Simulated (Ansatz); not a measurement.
TePdSe in space group P3m1 (No. 156; Te on 1a, Pd on 1b, Se on 1c) at seven volumes, DFT-LDA in the program Ansatz with PAW potentials, shape and atoms relaxed at each. One row is withheld.

| V (Å³/atom) | P (GPa) |
|---|---|
| 19.012 | 10.37 |
| 19.638 | 6.14 |
| 20.265 | 2.72 |
| 20.892 | 0.00 |
| 21.519 | -2.15 |
| 22.146 | -3.78 |
| 22.772 | ? |

Question: Fit the shown pressures and predict the withheld one.

Answer: Third-order Birch–Murnaghan: P = (3/2)B₀(x^(7/2) − x^(5/2))[1 + (3/4)(B′ − 4)(x − 1)] with x = (V₀/V)^(2/3). Least squares on the six rows gives V₀ = 20.895 Å³/atom, B₀ = 79.89 GPa, B′ = 6.86. At V = 22.772, x = 0.9443 and P = -5.10 GPa. The run itself gave -4.76 GPa.

The workflow started from a Materials Project entry (that database holds measured and hypothetical structures alike); the Crystallography Open Database copy checked does not list it. With Te and Se taken as one species the cell has the higher symmetry P-3m1, so it may be an ordered model of a mixed-site phase. Its standing as an ambient phase is unchecked. The LDA relaxation kept the symmetry of its start; whether a distortion lowers the energy is not shown. No spin polarisation was allowed. A crystal of weakly bound layers computed without a dispersion correction: the cell and the soft elastic constants depend strongly on that. Spin–orbit coupling is left out wherever it is not named.

Potentials: the later of the program's two PAW sets.
